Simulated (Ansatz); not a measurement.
Os:
```
CELL_PARAMETERS angstrom
      2.71577     0.00000     0.00000
     -1.35789     2.35193     0.00000
      0.00000     0.00000     4.28979
ATOMIC_POSITIONS crystal
  Os 0.33333 0.66667 0.25000
  Os 0.66667 0.33333 0.75000
```

Relaxed with LDA.

Problem. Decompose the optical modes at the zone centre into irreducible representations, and say which are infrared and Raman allowed.

Solution. Point group 6/mmm: Γ_opt = B1g + E2g. Infrared: none. Raman: E2g.

Problem. Assign frequencies (DFPT, plane-wave PAW LDA (Ansatz code)).

Solution. E2g 172, B1g 225 cm⁻¹.

Subscripts of B labels follow the axes of the standard setting.

Space group P6_3/mmc (hcp (Mg type)). The cell was relaxed with LDA under the symmetry of its start; of distortions, only those at the zone centre were tested. The run is not spin-polarised. As this level gives no gap, phonon frequencies hold no LO–TO term and depend on the k-mesh and smearing (Fermi–Dirac, 0.1 eV here). Scalar-relativistic: spin–orbit coupling is off unless named, which matters more the heavier the elements.

Potentials: the earlier of the program's two PAW sets.
